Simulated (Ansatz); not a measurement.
ZnS (zinc blende)

```
ZnS
1.0
    0.00000     2.72172     2.72172
    2.72172     0.00000     2.72172
    2.72172     2.72172     0.00000
S Zn
1 1
Direct
  0.75000   0.75000   0.75000
  0.00000   0.00000   0.00000
```

E(V) scan at fixed shape, V₀ the volume above. Symmetry pins the atoms to their sites.

Calculation: PBE (plane waves to 420 eV, PAW, scalar-relativistic; Ansatz, an electronic-structure program). k mesh 10×10×10 (Γ-centred), Fermi-Dirac smearing 0.05 eV. E stands for the smeared free energy. ZnS was relaxed with its symmetry unable to fall. The zero of ΔE is the relaxed starting cell.

| V (Å³/atom) | ΔE (meV/atom) |
|---|---|
| 16.936 | 153.5 |
| 17.474 | 100.8 |
| 18.011 | 61.1 |
| 18.549 | 32.6 |
| 19.087 | 13.8 |
| 19.624 | 3.3 |
| 20.162 | 0.0 |
| 20.700 | 2.9 |
| 21.237 | 11.3 |
| 21.775 | 24.3 |
| 22.312 | 41.3 |
| 22.850 | 61.8 |
| 23.388 | 85.3 |

Q: What is the fitted pressure derivative B₀′?

A: 4.4.

Q: What bulk modulus B₀ follows from a third-order Birch-Murnaghan fit?

A: 69.4 GPa. Check by three points about V = 20.162 Å³/atom, step 0.538: d²E/dV² ≈ (3.3 − 2·0.0 + 2.9) meV / 0.538² = 0.0214 eV/Å⁶, and V·d²E/dV² × 160.2 = 69.3 GPa.

(A scan under strain: stresses follow from slopes of the energy per volume, elastic moduli from its curvatures.)
